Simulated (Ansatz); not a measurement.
Relaxed SiO2 (rutile):

```
SiO2
1.0
    4.18475     0.00000     0.00000
    0.00000     4.18475     0.00000
    0.00000     0.00000     2.66845
Si O
2 4
Direct
  0.50000   0.50000   0.50000
  0.00000   0.00000   0.00000
  0.80610   0.80610   0.50000
  0.30610   0.69390   0.00000
  0.69390   0.30610   0.00000
  0.19390   0.19390   0.50000
```

A phonon eigenvector at Γ is frozen into this cell: atom i moves by Q times the vector below, so Q is the largest atomic displacement, in Å. The cell is held.

```json
[
 {"atom": "O3", "x": "-0.707", "y": "-0.707", "z": "0.000"},
 {"atom": "O4", "x": "0.707", "y": "-0.707", "z": "0.000"},
 {"atom": "O5", "x": "-0.707", "y": "0.707", "z": "0.000"},
 {"atom": "O6", "x": "0.707", "y": "0.707", "z": "0.000"}
]
```

Atoms not listed stay in place.

These are r2SCAN (plane waves to 500 eV, PAW, scalar-relativistic; Ansatz, a quantum-chemistry and plane-wave program) values and carry that method's errors. k mesh 8×8×12 (Γ-centred), Fermi-Dirac smearing 0.05 eV. The energy includes the smearing's −TS. SiO2 was relaxed with its symmetry unable to fall. The PAW data are Ansatz's earlier set. The zero of ΔE is the undisplaced structure.

| Q (Å) | ΔE (meV/cell) |
|---|---|
| -0.180 | 3601 |
| -0.150 | 2479 |
| -0.120 | 1575 |
| -0.090 | 881 |
| -0.060 | withheld |
| -0.030 | 97 |
| 0.000 | 0 |
| 0.030 | 97 |
| 0.060 | withheld |
| 0.090 | 881 |
| 0.120 | 1575 |
| 0.150 | 2479 |
| 0.180 | 3601 |

Q: Fit an even polynomial form (powers 2, 4) to the given rows and predict ΔE at Q = -0.060.

A: Least squares on the 11 given rows: ΔE = (108000)·Q² + (97940)·Q⁴, in meV/cell with Q in Å; root-mean-square residual 0.6 meV/cell. At -0.060 the fit gives 390 meV/cell; the calculation gives 390 meV/cell, the same to the digits shown. The quadratic term alone would give 389 meV/cell.

(A displaced cell: forces are minus the slopes of the energy, force constants its curvatures, and phonons follow from these.)
